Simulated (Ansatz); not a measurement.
Input file for Ansatz (a first-principles code):

Ansatz 0.2 input:
```yaml
crystal:
  lattice:
    - [4.0463350451, 0.0, 0.0]
    - [0.0, 4.0463350451, 0.0]
    - [0.0, 0.0, 4.0463350451]
  atoms:
    - { symbol: K, position: [0.0, 0.0, 0.0] }
    - { symbol: Zn, position: [0.5, 0.5, 0.5] }
    - { symbol: F, position: [0.5, 0.5, 0.0] }
    - { symbol: F, position: [0.0, 0.5, 0.5] }
    - { symbol: F, position: [0.5, 0.0, 0.5] }
kpoints:
  mp_grid: { grid: [7, 7, 7] }
hamiltonian:
  xc: r2scan
  pseudopotentials: { kind: paw }
scf:
  occupations: { method: fixed }
checkpoint: { read: static.run }
output: { write_density: true, elf: true, volumetric_format: npy }
basis: { fft_grid_basis: typed }
```

Output (shortened):

```
Pseudopotential: K, paw, valence charge 9
Pseudopotential: Zn, paw, valence charge 12
Pseudopotential: F, paw, valence charge 7
Functional definition: r2SCAN
Crystal: 5 atoms, lattice volume = 66.250 Å³
Basis set: ecut = 500 eV, 1743 PW (Γ), exchange–correlation on 120×120×120 points (64 copies of the dense FFT grid, shifted against one another)
Bands: 26, of which v1, the nominal top of the filled ones, is band 21 counted from 1 (20 counted from 0)
Symmetry: 48 space group operations
Space group: Pm-3m (ITA 221), of the structure as read, at distance tolerance 4.0e-5 Å
k-points: 20 of 343
Stability of the state it starts from, as read at its close in the unpolarized treatment …
iter 1 solved again at ethr=2.49e-8 eV; its pass at ethr=3.10e-3 eV (dr2=1.04e-5 eV) is discarded
SCF iter   1: F=—  HF=-7302.895710 eV  |F-HF|=—  |Δ(HF+E_count)|=         —  Δρ=3.62e-7  dr2=3.79e-11  dr2_τ=6.48e-12  ethr=2.49e-8  ⟨swp⟩=2.8  Hψ=3446  notcnv=0  defer=53
preconditioner: auto → Resta (q_TF=auto, 2.529 Å⁻¹)
SCF iter   2: F=-7302.895710 eV  HF=-7302.895710 eV  |F-HF|=1.09e-11  |Δ(HF+E_count)|=   2.44e-9  Δρ=2.12e-7  dr2=1.49e-11  dr2_τ=4.06e-12  ethr=1.00e-12  ⟨swp⟩=9.2  Hψ=2600  notcnv=0
SCF 1 converged in 2 iterations: F = -7302.895710 eV  dr2 = 1.49e-11
SCF converged after 2 iterations
Free energy (F): -7302.895710 eV
Harris-Foulkes:  -7302.895710 eV  (|F-HF|=1.09e-11)
Internal energy: -7302.895710 eV  (E = F + TS)
E sigma→0 (E₀):  -7302.895710 eV
Fermi energy:    3.666188 eV
--- Per-component energies (eV) ---
  E_band       = -181.132782
  E_kinetic    = 1010.443173
  E_local      = -4061.130828  (includes V_loc(G=0)·N_el)
  E_nonlocal   = 860.058687
  E_hartree    = 1608.922357
  E_xc         = -495.113662
  E_vxc        = -587.535921  (∫ρ·V_xc dr)
  E_paw        = -3256.774903  (= ΣΔE_a)
  E_vpaw       = -660.166232  (= ΣTr[D̂ρ^β])
  E_aug_tail   = 0.003206  (compensation charges beyond the density's cutoff)
  E_vtau       = 39.350174  (kinetic-family band-sum trace: ∫τ·v_τ [+ j·A + Jᵃ·Aᵃ] dr)
  E_ewald      = -2968.830762
  E_core_change = -0.472978  (= ΣΔE_core)
  E_smearing   =  0.000000  (= −TS)
  E_closure    = 0.000000  (closes the sum)
  Σ components = -7302.895710   (vs F -7302.895710, Δ=0.00e0)
  [band-id]    e_kinetic+e_local+e_nonlocal+2·e_hartree+e_vxc+e_vpaw+e_augmentation_tail+e_vtau = -181.133028   (vs E_band -181.132782, Δ=-2.46e-4)
--- Band table (eV; the first three rows and the last of 20) ---
  k-point 0: bands = ["-24.2978", "-19.0535", "-18.4540", "-18.4540", "-7.0196", "-7.0196", "-7.0196", "-0.4445", "-0.4445", "-0.4445", "0.3950", "0.3950", "0.3950", "0.7155", "0.7155", "1.5731", "1.5731", "1.5731", "1.8062", "1.8062", "1.8062", "8.4158", …
  k-point 1: bands = ["-24.2935", "-19.0307", "-18.4757", "-18.4527", "-7.0193", "-7.0110", "-7.0110", "-0.8235", "-0.4324", "-0.4324", "0.3100", "0.3100", "0.3957", "0.7157", "0.8897", "1.5331", "1.6094", "1.6094", "1.8221", "1.8221", "1.8490", "8.8081", …
  k-point 2: bands = ["-24.2837", "-18.9721", "-18.5319", "-18.4500", "-7.0184", "-6.9916", "-6.9916", "-1.3940", "-0.3907", "-0.3907", "0.1236", "0.1236", "0.3973", "0.7160", "0.9099", "1.4451", "1.6355", "1.6355", "1.8949", "1.8949", "2.0526", "9.8135", …
  k-point 19: bands = ["-24.2492", "-18.6282", "-18.5939", "-18.5939", "-7.1668", "-7.1668", "-7.1494", "-2.3744", "-1.5381", "-1.5381", "-0.5887", "-0.5570", "-0.5570", "1.7854", "1.8112", "1.8112", "2.0971", "2.0971", "2.1304", "3.6573", "3.6573", …
```

Cost: about 2.6 core-seconds (a rough figure) on shared cores.

The r²SCAN relaxation kept the symmetry of its start; phonons on a q-mesh show no instability.

Potentials: the later of the program's two PAW sets.

Ansatz is a plane-wave DFT program.
